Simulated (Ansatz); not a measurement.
Input file for Ansatz (a first-principles code):

Ansatz 0.2 input:
```yaml
crystal:
  lattice:
    - [5.496000795, 0.0, 0.0]
    - [0.0, 4.0061349293, 0.0]
    - [0.0, 0.0, 7.5785049265]
  atoms:
    - { symbol: Ge, position: [0.7851561971, 0.75, 0.105031422] }
    - { symbol: Ge, position: [0.2148438029, 0.25, 0.894968578] }
    - { symbol: Ge, position: [0.7148438029, 0.25, 0.605031422] }
    - { symbol: Ge, position: [0.2851561971, 0.75, 0.394968578] }
    - { symbol: Rh, position: [0.4695471705, 0.75, 0.7033809809] }
    - { symbol: Rh, position: [0.5304528295, 0.25, 0.2966190191] }
    - { symbol: Rh, position: [0.0304528295, 0.25, 0.2033809809] }
    - { symbol: Rh, position: [0.9695471705, 0.75, 0.7966190191] }
    - { symbol: Rh, position: [0.3386148155, 0.75, 0.0694684212] }
    - { symbol: Rh, position: [0.6613851845, 0.25, 0.9305315788] }
    - { symbol: Rh, position: [0.1613851845, 0.25, 0.5694684212] }
    - { symbol: Rh, position: [0.8386148155, 0.75, 0.4305315788] }
kpoints:
  mp_grid: { grid: [8, 10, 6] }
hamiltonian:
  xc: r2scan
  pseudopotentials: { kind: paw }
scf:
  occupations: { method: gaussian, width: 0.05 }
checkpoint: { read: metal.run }
output: { bader: true, populations: true }
```

Output (shortened):

```
Pseudopotentials: kind: paw
Pseudopotential: Ge, paw, valence charge 14
Pseudopotential: Rh, paw, valence charge 17
Functional definition: r2SCAN
Crystal: 12 atoms, lattice volume = 166.861 Å³
Basis set: ecut = 500 eV, 4245 PW (Γ), exchange–correlation on 180×120×240 points (64 copies of the dense FFT grid, shifted against one another)
Bands: 116, of which v1, the nominal top of the filled ones, is band 96 counted from 1 (95 counted from 0)
Symmetry: 8 space group operations
Space group: Pnma (ITA 62), of the structure as read, at distance tolerance 5.5e-5 Å
k-points: 120 of 480
PAW frozen core: Ge, regenerated for the run's functional
PAW frozen core: Rh, regenerated for the run's functional
Initial density: read from a saved state, or passed on in memory by an earlier SCF of this step, an earlier step, the calling program or the single point that …
Stability of the state it starts from, as read at its close in the unpolarized treatment …
Initial wavefunctions: pseudopotential atomic-orbital guess
Eigensolver: davidson
Functional: x = r2scan, c = r2scan; τ floored in thin density (d = 2e-4 eV/Å³)
iter 1 solved again at ethr=1.78e-7 eV; its pass at ethr=3.10e-3 eV (dr2=3.41e-4 eV) is discarded
SCF iter   1: F=—  HF=-68539.432749 eV  |F-HF|=—  |Δ(HF+E_count)|=         —  Δρ=9.02e-7  dr2=1.41e-9  dr2_τ=2.13e-10  ethr=1.78e-7  ⟨swp⟩=3.0  Hψ=79904  notcnv=0
all-band conjugate gradients solve this SCF's bands
preconditioner: auto → Kerker (q_TF=auto, 2.793 Å⁻¹)
SCF iter   2: F=—  HF=-68539.432526 eV  |F-HF|=—  |Δ(HF+E_count)|=   2.23e-4  Δρ=6.09e-7  dr2=6.95e-10  dr2_τ=2.95e-10  ethr=1.00e-12  ⟨swp⟩=7.3  Hψ=58850  notcnv=0
SCF iter   3: F=-68539.432526 eV  HF=-68539.432526 eV  |F-HF|=5.82e-11  |Δ(HF+E_count)|=  2.91e-11  Δρ=2.98e-7  dr2=1.39e-10  dr2_τ=3.61e-11  ethr=1.00e-12  ⟨swp⟩=1.0  Hψ=28371  notcnv=0
SCF 1 converged in 3 iterations: F = -68539.432526 eV  dr2 = 1.39e-10
SCF converged after 3 iterations
Free energy (F): -68539.432526 eV
Harris-Foulkes:  -68539.432526 eV  (|F-HF|=5.82e-11)
Internal energy: -68539.420510 eV  (E = F + TS)
E sigma→0 (E₀):  -68539.426518 eV
Entropy (-TS):   -0.012016 eV (-1.001 meV/atom)
Fermi energy:    19.731380 eV
--- Per-component energies (eV) ---
  E_band       = -1124.613913
  E_kinetic    = 5058.712175
  E_local      = -20473.023032  (includes V_loc(G=0)·N_el)
  E_nonlocal   = 4541.879997
  E_hartree    = 7941.485409
  E_xc         = -2017.710488
  E_vxc        = -2796.893827  (∫ρ·V_xc dr)
  E_paw        = -36986.059670  (= ΣΔE_a)
  E_vpaw       = -3525.279204  (= ΣTr[D̂ρ^β])
  E_aug_tail   = 0.005190  (compensation charges beyond the density's cutoff)
  E_vtau       = 187.013185  (kinetic-family band-sum trace: ∫τ·v_τ [+ j·A + Jᵃ·Aᵃ] dr)
  E_ewald      = -26597.407353
  E_core_change = -7.302738  (= ΣΔE_core)
  E_smearing   = -0.012016  (= −TS)
  E_closure    = 0.000000  (closes the sum)
  Σ components = -68539.432526   (vs F -68539.432526, Δ=0.00e0)
  [band-id]    e_kinetic+e_local+e_nonlocal+2·e_hartree+e_vxc+e_vpaw+e_augmentation_tail+e_vtau = -1124.614698   (vs E_band -1124.613913, Δ=-7.85e-4)
--- Band table (eV; the first three rows and the last of 120) ---
  k-point 0: bands = ["-60.8948", "-60.8854", "-60.8700", "-60.8676", "-60.7901", "-60.7837", "-60.7721", "-60.7716", "-28.1663", "-28.1449", "-28.1194", "-28.0954", "-28.0826", "-28.0766", "-28.0660", "-28.0627", "-28.0618", "-28.0215", "-27.9725", "-27.9600", "-27.9563", "-27.9237", "-27.9193", "-27.9136", "-27.8722", "-27.8690", "-27.8536", "-27.8490", "-27.8343", "-27.8140", "-27.8117", "-27.7981", "-5.5594", "-5.5590", "-5.5557", "-5.5550", "-5.5505", "-5.5484", "-5.5477", "-5.5460", "-5.5415", "-5.5364", "-5.5341", "-5.5334", "-5.5207", "-5.5178", "-5.5156", "-5.5129", "-5.5122", "-5.5050", "-5.5037", "-5.5028", "7.5615", "9.4335", "9.4813", "10.3210", "13.2999", "13.6892", "13.9993", "14.0008", "14.3078", "14.7355", "14.7749", "14.9330", "15.0224", "15.0615", "15.2163", "15.2597", "15.7797", "15.9208", "16.0251", "16.0621", "16.2908", "16.3940", "16.8950", "16.9185", "17.3721", "17.4380", "17.4672", "17.5689", "17.6549", "17.9869", "18.0144", "18.0216", "18.0397", "18.1966", "18.3469", "18.4433", "18.5836", "18.6079", "18.6858", "18.7226", "18.8766", "19.1615", "19.3394", "19.7134", "19.8711", "19.8858", "20.4677", "20.7074", "21.0815", "22.3721", "23.3288", "23.7860", "23.8922", "24.2205", "24.8466", "24.8681", "25.1121", "25.8217", "26.5701", "26.6701", "26.9700", "27.8963", "28.8212", "29.3833"]
  k-point 1: bands = ["-60.8943", "-60.8862", "-60.8697", "-60.8677", "-60.7896", "-60.7841", "-60.7721", "-60.7716", "-28.1634", "-28.1422", "-28.1192", "-28.1002", "-28.0982", "-28.0857", "-28.0683", "-28.0475", "-28.0424", "-28.0233", "-27.9762", "-27.9736", "-27.9447", "-27.9235", "-27.9197", "-27.9158", "-27.8712", "-27.8676", "-27.8544", "-27.8447", "-27.8345", "-27.8185", "-27.8101", "-27.7993", "-5.5594", "-5.5591", "-5.5557", "-5.5552", "-5.5501", "-5.5482", "-5.5478", "-5.5462", "-5.5411", "-5.5367", "-5.5340", "-5.5334", "-5.5204", "-5.5180", "-5.5155", "-5.5131", "-5.5118", "-5.5056", "-5.5036", "-5.5029", "7.6355", "9.0512", "9.7760", "10.3054", "13.3979", "13.7731", "13.9837", "14.0284", "14.2983", "14.6430", "14.7939", "14.8270", "14.8355", "15.1755", "15.2858", "15.2910", "15.7801", "15.8747", "15.9108", "15.9692", "16.4458", "16.6781", "16.7982", "16.8841", "17.1776", "17.1980", "17.5360", "17.6179", "17.6905", "17.8508", "17.9615", "17.9975", "18.1036", "18.2916", "18.3215", "18.5485", "18.5518", "18.6509", "18.8086", "18.8648", "19.0184", "19.0880", "19.4626", "19.4831", "19.8676", "20.2519", "20.2798", "20.6809", "21.3803", "22.2630", "22.6344", "23.7116", "23.8343", "24.1178", "24.9667", "25.1588", "25.2838", "25.7904", "26.4843", "26.7813", "26.9107", "28.2839", "28.9340", "29.2831"]
  k-point 2: bands = ["-60.8927", "-60.8881", "-60.8691", "-60.8680", "-60.7884", "-60.7852", "-60.7720", "-60.7717", "-28.1547", "-28.1343", "-28.1235", "-28.1153", "-28.1052", "-28.1047", "-28.0563", "-28.0300", "-28.0262", "-28.0213", "-27.9897", "-27.9866", "-27.9348", "-27.9229", "-27.9212", "-27.9207", "-27.8652", "-27.8642", "-27.8567", "-27.8406", "-27.8356", "-27.8222", "-27.8099", "-27.8029", "-5.5594", "-5.5592", "-5.5557", "-5.5555", "-5.5493", "-5.5480", "-5.5478", "-5.5467", "-5.5400", "-5.5375", "-5.5338", "-5.5335", "-5.5199", "-5.5184", "-5.5151", "-5.5137", "-5.5106", "-5.5070", "-5.5035", "-5.5031", "7.8509", "8.6059", "10.0019", "10.2537", "13.6162", "13.9500", "14.0190", "14.1146", "14.2509", "14.4517", "14.4989", "14.6372", "14.9931", "15.2649", "15.2849", "15.3581", "15.7967", "15.7988", "15.8548", "15.8830", "16.5051", "16.6296", "16.7556", "16.7643", "17.0932", "17.3051", "17.4754", "17.5235", "17.6289", "17.8387", "17.8918", "17.9797", "18.2975", "18.3101", "18.4286", "18.4808", "18.7116", "18.7724", "18.8352", "18.9679", "19.1104", "19.2296", "19.5213", "19.7379", "19.8311", "19.8771", "20.6176", "20.9473", "21.3313", "21.9311", "22.5446", "22.7831", "23.7081", "23.9705", "25.3973", "25.4575", "25.6358", "25.7057", "26.2482", "26.6651", "27.3158", "28.9892", "28.9893", "29.0899"]
  k-point 119: bands = ["-60.8768", "-60.8768", "-60.8768", "-60.8768", "-60.7818", "-60.7818", "-60.7818", "-60.7818", "-28.1388", "-28.1388", "-28.1388", "-28.1388", "-28.0906", "-28.0906", "-28.0906", "-28.0906", "-28.0085", "-28.0085", "-28.0085", "-28.0085", "-27.8916", "-27.8916", "-27.8916", "-27.8916", "-27.8620", "-27.8620", "-27.8620", "-27.8620", "-27.8275", "-27.8275", "-27.8275", "-27.8275", "-5.5544", "-5.5544", "-5.5544", "-5.5544", "-5.5437", "-5.5437", "-5.5437", "-5.5437", "-5.5384", "-5.5384", "-5.5384", "-5.5384", "-5.5208", "-5.5208", "-5.5208", "-5.5208", "-5.5027", "-5.5027", "-5.5027", "-5.5027", "9.8621", "9.8621", "9.8621", "9.8621", "13.3253", "13.3253", "13.3253", "13.3253", "15.0604", "15.0604", "15.0604", "15.0604", "15.4107", "15.4107", "15.4107", "15.4107", "16.0902", "16.0902", "16.0902", "16.0902", "16.3365", "16.3365", "16.3365", "16.3365", "16.8970", "16.8970", "16.8970", "16.8970", "17.5664", "17.5664", "17.5664", "17.5664", "18.1323", "18.1323", "18.1323", "18.1323", "18.4986", "18.4986", "18.4986", "18.4986", "18.8187", "18.8187", "18.8187", "18.8187", "20.2485", "20.2485", "20.2485", "20.2485", "22.1781", "22.1781", "22.1781", "22.1781", "23.8075", "23.8075", "23.8075", "23.8075", "26.5818", "26.5818", "26.5818", "26.5818", "28.8134", "28.8134", "28.8134", "28.8134"]
  band table: 116 of 116 bands, residual norms ≤ 1.0e-3 eV
--- Löwdin populations: 12 sites ---
  site symbol       q [e]
     0     Ge     14.0908
     1     Ge     14.0908
     2     Ge     14.0908
     3     Ge     14.0908
     4     Rh     16.8535
     5     Rh     16.8535
     6     Rh     16.8535
     7     Rh     16.8535
     8     Rh     16.8576
     9     Rh     16.8576
    10     Rh     16.8576
    11     Rh     16.8576
  spilling = 0.004127 (of n_electrons = 192.000000)
--- Bader charges: 12 sites ---
  site symbol  charge [e]  shift [e]
     0     Ge      0.5236     0.0024
     1     Ge      0.5236     0.0024
     2     Ge      0.5236     0.0024
     3     Ge      0.5236     0.0024
     4     Rh     -0.2106     0.0011
     5     Rh     -0.2106     0.0011
     6     Rh     -0.2106     0.0011
     7     Rh     -0.2106     0.0011
     8     Rh     -0.3131     0.0013
     9     Rh     -0.3131     0.0013
    10     Rh     -0.3130     0.0013
    11     Rh     -0.3130     0.0013
  shift: an alarm, by how much a part of what the PAW files miss would move the charge. Where it is large, compare
  with a run on PAW files of another source; a small one proves nothing
  estimated error of the sums over rays = 6.0e-4 e
```

Cost: around 5 core-minutes (rough) on shared cores.

The first step of the workflow began from a Materials Project structure, measured or hypothetical; the Crystallography Open Database files this formula in space group No. 62, but the cells were not matched. Its standing as an ambient phase is unchecked. Symmetry was held in the r²SCAN relaxation; whether a distortion lowers the energy is not shown. No spin polarisation was allowed. Scalar-relativistic: spin–orbit coupling is off unless named, which matters more the heavier the elements.

Potentials: the later of the program's two PAW sets.

Ansatz is a plane-wave DFT program.
